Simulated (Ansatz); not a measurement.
The relaxed structure here is a generated cell of Sb: the first start was made by placing the elements on the sites of a structure type, and the end was not matched to a known phase here, so it may be hypothetical. Known forms of Sb include space group No. 166.

The end point of a relaxation of Sb. Space group Pm-3m (No. 221), AFLOW prototype A_cP1_221_a (A_h). These are r2SCAN (plane waves to 500 eV, PAW, scalar-relativistic; Ansatz, an electronic-structure program) values and carry that method's errors.

```cif
data_Sb
_chemical_formula_sum 'Sb1'
_space_group_name_H-M_alt 'Pm-3m'
_space_group_IT_number 221
_space_group_name_Hall '-P 4 2 3'
_cell_length_a 3.08439
_cell_length_b 3.08439
_cell_length_c 3.08439
_cell_angle_alpha 90.000
_cell_angle_beta 90.000
_cell_angle_gamma 90.000
loop_
_atom_site_label
_atom_site_type_symbol
_atom_site_symmetry_multiplicity
_atom_site_Wyckoff_symbol
_atom_site_fract_x
_atom_site_fract_y
_atom_site_fract_z
_atom_site_occupancy
Sb1 Sb 1 b 0.50000 0.50000 0.50000 1
```

| Property | Value |
|---|---|
| Volume per atom | 29.34 Å³ |
| Density | 6.89 g/cm³ |
| Band gap | zero (metallic) |
| Shortest distances | Sb–Sb 3.08 Å |
| k-mesh | 15×15×15 |

No spin polarisation in the result. The relaxed primitive cell holds an odd number of electrons. A magnetic state may lie lower.

The run could not lose the symmetry of its start: the end is stationary, and may be a saddle point rather than a minimum.
